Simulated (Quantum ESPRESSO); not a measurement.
# Moving one atom in Si3FO4N

These are calculations, not measurements. They come from pw.x of Quantum ESPRESSO 7.5, a plane-wave density functional program, with PseudoDojo standard norm-conserving files (v0.5 for PBE, v0.4.1 for LDA and PBEsol). The cells are made up: elements, strain and atom displacements were drawn at random, and nothing was relaxed. There is no spin polarisation, spin-orbit coupling or dispersion term.

The cell has 9 sites of a quartz lattice. Sites 1 to 3 hold Si Si Si; sites 4 to 9 hold F O O N O O. Cell vectors in Å: (5.088, 0.000, 0.000); (-2.544, 4.406, 0.000); (0.000, 0.000, 5.584). Settings: PBE, cutoff 1143 eV, 5 x 5 x 4 k mesh shifted by half a step, Fermi-Dirac smearing of 0.025 eV.

Each run shifts the Si atom on site 2 along z and leaves all else fixed. Site 8 is one of its nearest neighbours. E is the free energy of the cell above the lowest run shown. The last column is band 25 less band 24 at Gamma, from a band step after each run.

```
run  shift (Å)  Fz on site 2 (eV/Å)  Fz on site 8 (eV/Å)  P (GPa)  E (meV)  level step at Gamma (eV)
  1    -0.1278                3.455                0.360     0.08    149.6                     2.152
  2    -0.0965                2.216                0.593    -0.36     60.9                     2.055
  3    -0.0369               -0.182                1.155    -0.90      0.0                     1.866
  4    -0.0024               -1.594                1.556    -1.05     30.6                     1.756
  6     0.1653               -8.705                4.391     0.04    888.6                     1.210
  7     0.1812               -9.397                4.739     0.30   1032.5                     1.160
  5     0.1316                    ?                    ?        ?        ?                         ?
```

A rerun of one of these cells at 1437 eV and k mesh 7 x 7 x 6 moved values by no more than 0.002 eV in the cell's energy, 0.02 GPa in stress and 0.002 eV/Å in force.

## Worked fit

A parabola through the six runs shown gives Fz on site 2 = -1.693 - 41.21 u - 7.3 u² eV/Å, with u in Å and a scatter of 0.002 eV/Å. Minus the slope, 41.21 ± 0.04 eV/Å², is this atom's force constant along z at u = 0, with its periodic images moving too. The fitted force vanishes at u = -0.041 Å, where the energy should be lowest along this line. The error is the larger of the fit's own and the change that a cubic makes, rounded up.

## Withheld run

Question: what Fz on site 2 should run 5 give?

The fit gives -7.243 eV/Å. The calculation gave -7.245 eV/Å.

| run | shift (Å) | Fz on site 2 (eV/Å) | Fz on site 8 (eV/Å) | P (GPa) | E (meV) | level step at Gamma (eV) |
| --- | --- | --- | --- | --- | --- | --- |
| 5 | 0.1316 | -7.245 | 3.698 | -0.42 | 619.9 | 1.320 |